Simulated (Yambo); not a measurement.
Yambo run on AgI (zinc blende, space group F-43m, No. 216). The wavefunctions are norm-conserving PBEsol (Quantum ESPRESSO, 82 Ry, with spin-orbit coupling) ones on a 4×4×4 mesh (26 occupied bands); a = b = c = 4.5578 Å, α = β = γ = 60.00°.

Yambo input:

```
rim_cut
HF_and_locXC
RandQpts= 1000000
RandGvec= 1 Ry
EXXRLvcs= 82 Ry
VXCRLvcs= 328 Ry
% QPkrange
 1 | 1 | 24 | 28 |
 3 | 3 | 26 | 27 |
 7 | 7 | 26 | 27 |
 8 | 8 | 26 | 27 |
%
```

k points by index: 1 = Γ, 3 = L, 7 = X, 8 = W.

Resulting energies as the program prints them:

```
#    K-point    Band    Eo [eV]    Ehf [eV]    Vxc [eV]    Vnlxc [eV]
#
    1    24    -0.40784E-13    -3.185397    -16.63840    -19.82380
    1    25    -0.40784E-13    -3.185399    -16.63840    -19.82380
    1    26    0.000000    -3.185398    -16.63840    -19.82380
    1    27    0.966340    4.980390    -9.499161    -5.485111
    1    28    0.966340    4.980390    -9.499161    -5.485111
    3    26    -0.814708    -4.196857    -15.57253    -18.95468
    3    27    2.405239    6.609761    -10.12404    -5.919518
    7    26    -1.900243    -5.917163    -15.37353    -19.39045
    7    27    3.189365    6.733477    -9.071802    -5.527691
    8    26    -1.889910    -6.630145    -18.45563    -23.19587
    8    27    4.308346    9.068403    -11.73477    -6.974713
```
Exchange alone, without screening.

Geometry relaxed with PBEsol.
